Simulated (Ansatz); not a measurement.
**Bi2Se3, one cell by several methods**

```
Bi Se
1.0
     2.04350    1.17982    9.41632
    -2.04350    1.17982    9.41632
     0.00000   -2.35963    9.41632
Bi Se
2 3
Cartesian
  0.0000 0.0000 11.3222
  0.0000 0.0000 16.9268
  0.0000 0.0000 0.0000
  0.0000 0.0000 5.9803
  0.0000 0.0000 22.2687
```

Atom numbers follow the list: Bi1, Bi2, Se3, Se4, Se5.

The cell is COD entry 9011965, as deposited and not checked against the literature; nothing was relaxed. The listed cell was then made from it by scaling, straining or moving an atom.

No spin–orbit coupling, which matters for the heavy atoms here.

Levels of theory: DFT, PBEsol, PAW with Ansatz's default frozen-core files, scalar-relativistic (Ansatz 0.2.0); DFT, PBEsol, all-electron LAPW, scalar-relativistic (Ansatz 0.2.0).

For PAW: a Γ-centred 6×6×6 k mesh, Fermi–Dirac smearing of 0.03 eV, cutoff 420 eV, no spin polarisation; the PAW files were made with PBE, and the program remakes their frozen cores for this functional. LAPW targets a basis error of 0.5 meV/atom. The Ansatz runs share mesh, smearing and spin set-up. Plane-wave (PAW) pressures include the program's estimate of the Pulay term.

Stress and pressure are positive in compression.

The change that made this cell: volume scaled by 0.96.

PAW results:

```
              quantity     PAW
        pressure (GPa)    2.44
force on Bi1, z (eV/Å)  -0.310
force on Se4, z (eV/Å)  -0.414
         band gap (eV)   0.109
```

(1) What does full-potential LAPW give for the same quantities?

Results:

(1) 
| quantity | LAPW |
| --- | --- |
| pressure (GPa) | 2.46 |
| force on Bi1, z (eV/Å) | -0.311 |
| force on Se4, z (eV/Å) | -0.415 |
| band gap (eV) | 0.109 |
